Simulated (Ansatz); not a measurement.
# Structure search: one Ti3Al2 candidate

These are results of DFT PBE, scalar-relativistic, plane waves, PAW (Ansatz 0.2.0), not measurements. Cutoff 420 eV, Gaussian smearing, Γ-centred meshes. Cell and atoms relax first on a coarse mesh and then on a finer one. In between, the cell is made exact in the group found at 0.06 Å. In metals the finer mesh still leaves noise of several meV/atom or more. The steps can't lower the symmetry of their start. No spin polarisation in the relaxation; trial moments died out in a coarse test.

The cell of Ti3Al2 is invented: random cell by space group and Wyckoff sites (Fm-3m, No. 225). Lengths were set from tabulated atomic sizes, so they are only a guess.

Space group Fm-3m (No. 225). a = 8.477 Å, b = 8.477 Å, c = 8.477 Å, α = 90.00°, β = 90.00°, γ = 90.00°
```
atom  site  symmetry       x       y       z
  Ti   24e      4m.m  0.7546  0.0000  0.0000
  Al    8c      -43m  0.2500  0.7500  0.7500
  Al    4a      m-3m  0.0000  0.0000  0.0000
  Al    4b      m-3m  0.5000  0.0000  0.0000
```

Formation energies are uncorrected and refer to the elements' standard structures at the same level.

Question: Which structure results?

Answer: The symmetry goes from Fm-3m (No. 225) to Pm-3m (No. 221), and the primitive cell from 10 to 5 atoms. The volume per atom grows by 34.6 %, from 15.2 to 20.5 Å³. The shortest distance goes from 2.08 Å (Ti–Al) to 2.34 Å (Ti–Al). The energy falls by about 0.54 eV/atom (the start's value is from the coarse mesh). The end is written in a standard setting, so origin, axes and order of atoms can differ from the start's. Conventional cell: a = 4.679 Å. Ti is surrounded by 2 Al at 2.34 Å, 4 Al at 3.31 Å and 8 Ti at 3.31 Å; Al on its first site has 12 Ti at 3.31 Å; Al on its second site is surrounded by 6 Ti at 2.34 Å.

```cif
data_structure
_symmetry_space_group_name_H-M 'Pm-3m'
_symmetry_Int_Tables_number 221
_cell_length_a 4.6793
_cell_length_b 4.6793
_cell_length_c 4.6793
_cell_angle_alpha 90.000
_cell_angle_beta 90.000
_cell_angle_gamma 90.000
_cell_volume 102.46
loop_
_atom_site_label
_atom_site_type_symbol
_atom_site_symmetry_multiplicity
_atom_site_Wyckoff_symbol
_atom_site_fract_x
_atom_site_fract_y
_atom_site_fract_z
_atom_site_occupancy
Ti1 Ti 3 d 0.50000 0.00000 0.00000 1
Al1 Al 1 b 0.50000 0.50000 0.50000 1
Al2 Al 1 a 0.00000 0.00000 0.00000 1
```

Question: How does it come out in energy, and is it a metal?

Answer:

| Property | Result |
| --- | --- |
| Energy over the elements | +0.60 eV/atom |
| Gap on the 8×8×8 mesh of the 5-atom cell | 0 eV (a metal) |

A positive value: parting into the elements would lower its energy.

The last run used Gaussian smearing of 0.10 eV. A structure relaxed within its symmetry needn't be a true minimum. In all, the 3 runs took 46 s on 1 thread of Intel(R) Xeon(R) CPU @ 2.60GHz (Ice Lake), with other jobs on the host. Another cell of Ti3Al2 relaxed alike, in I4_1md, lies 0.58 eV/atom lower, so this cell isn't the stable form at this level.
